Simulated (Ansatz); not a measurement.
## Sc₃B₂Ir₅, one structure, two calculations

Cell: a Materials Project structure (computed, not necessarily an observed phase), atoms as given.

Space group P4/mbm (No. 127); a = 9.5830, c = 3.0578 Å.

| site | Wyckoff | site symmetry | x | y | z |
| --- | --- | --- | --- | --- | --- |
| Sc1 | 4g | m.2m | 0.1767 | 0.6767 | 0.0000 |
| Sc5 | 2a | 4/m.. | 0.0000 | 0.0000 | 0.0000 |
| B | 4g | m.2m | 0.6223 | 0.1223 | 0.0000 |
| Ir11 | 8j | m.. | 0.0703 | 0.2227 | 0.5000 |
| Ir19 | 2c | m.mm | 0.0000 | 0.5000 | 0.5000 |

One atom of each set is listed.

First run. All values are calculated (Ansatz; DFT, PBE, plane waves and PAW, scalar-relativistic, 420 eV cutoff, Γ-centred 4×4×11 k-points, Fermi–Dirac smearing 0.05 eV), not measured.

| site | V_zz (10²¹ V/m²) | η |
| --- | --- | --- |
| Sc1 | 0.80 | 0.48 |
| Sc5 | -0.37 | 0.00 |
| B | 0.26 | 0.45 |
| Ir11 | 8.95 | 0.41 |
| Ir19 | 19.34 | 0.61 |

Second run. The same atoms and settings, except that the functional is r2SCAN and the cutoff is 500 eV.

Q: Given the first result, estimate the second.

A: 

```csv
site,V_zz,η,change of V_zz
Sc1,0.74,0.44,-0.06
Sc5,-0.40,0.00,-0.03
B,0.24,0.25,-0.02
Ir11,9.49,0.43,+0.54
Ir19,22.3,0.65,+2.95
```

The largest change of V_zz is on Ir19, from 19.34 to 22.3. In per cent, |V_zz| changes by +6 to +15 on Ir (all sites that start above 2). Where |V_zz| stays above 0.1, η moves most on B, from 0.45 to 0.25.

With no gap above 0.1 eV, as in a metal, the gradients converge slowly in k; expect changes of a tenth or more on a denser mesh. Spin–orbit coupling is left out, which shifts gradients on Ir by a few per cent in wide-gap crystals, and can shift them far more where the calculated gap is small or absent, as here.
